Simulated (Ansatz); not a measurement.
A distorted cell of InAs (zinc blende):

```xyz
2
Lattice="0.0000 3.1022 3.1643 3.1022 0.0000 3.1643 3.1022 3.1022 0.0000" Properties=species:S:1:pos:R:3 pbc="T T T"
As     4.6533     4.6533     4.7464
In     0.0000     0.0000     0.0000
```

All values below come from PBEsol (plane waves to 420 eV, PAW, scalar-relativistic; Ansatz, an electronic-structure program). k mesh 9×9×9 (Γ-centred), Fermi-Dirac smearing 0.05 eV. Energies are smeared free energies. Compression counts positive. With partly filled bands, the response to shear is sensitive to the k mesh, so small differences along c/a are uncertain. At this level the bands of InAs touch or barely overlap; measurements give the solid a gap. InAs was relaxed with its symmetry unable to fall. The PAW data are Ansatz's earlier set.

Question: Give the stress tensor in GPa and the pressure.

Answer: 
```
   -3.3      0.0      0.0
    0.0     -3.3      0.0
    0.0      0.0     -4.0
```
The pressure, a third of the trace, is -3.6 GPa.

Question: It is the relaxed cell deformed to V/V₀ = 1.080, (c/a)/(c/a)₀ = 1.020, c along z, fractional positions held. What is its energy relative to the relaxed cell?

Answer: 28 meV/atom.

(Under strain, the slope of the energy per volume gives the stress and its curvature an elastic modulus.)
